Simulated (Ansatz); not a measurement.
CaI₂:
```
CELL_PARAMETERS angstrom
      4.48979     0.00000     0.00000
     -2.24490     3.88828     0.00000
      0.00000     0.00000     7.05712
ATOMIC_POSITIONS crystal
  Ca 0.00000 0.00000 0.00000
  I  0.33333 0.66667 0.25021
  I  0.66667 0.33333 0.74979
```

Cartesian axes are those of the cell as given.

Q: Give the high-frequency dielectric tensor and the Born effective charge tensors of the independent atoms from DFPT, r²SCAN+D4 (plane waves, PAW; program Ansatz).

A: 
ε∞:
```
3.60  0.00  0.00
0.00  3.60  0.00
0.00  0.00  3.30
```
Z* of atom 1 (Ca), rows: field, columns: displacement, in e:
```
2.43  0.00  0.00
0.00  2.43  0.00
0.00  0.00  1.57
```
Z* of atom 2 (I), rows: field, columns: displacement, in e:
```
-1.22   0.00   0.00
 0.00  -1.22   0.00
 0.00   0.00  -0.78
```

Static charges for comparison (Bader): Ca1 +1.52, I2 -0.76 e. Born charges measure polarisation by displacement and can exceed these by far.

Space group P-3m1 (CdI2 type). The workflow started from a Materials Project entry (that database holds measured and hypothetical structures alike); the Crystallography Open Database files this formula in space group No. 164, but the cells were not matched. Its standing as an ambient phase is unchecked. The cell was relaxed with r²SCAN+D4 under the symmetry of its start; its stability against distortions is not shown here. Scalar-relativistic: spin–orbit coupling is off unless named, which matters more the heavier the elements.

Potentials: the later of the program's two PAW sets.
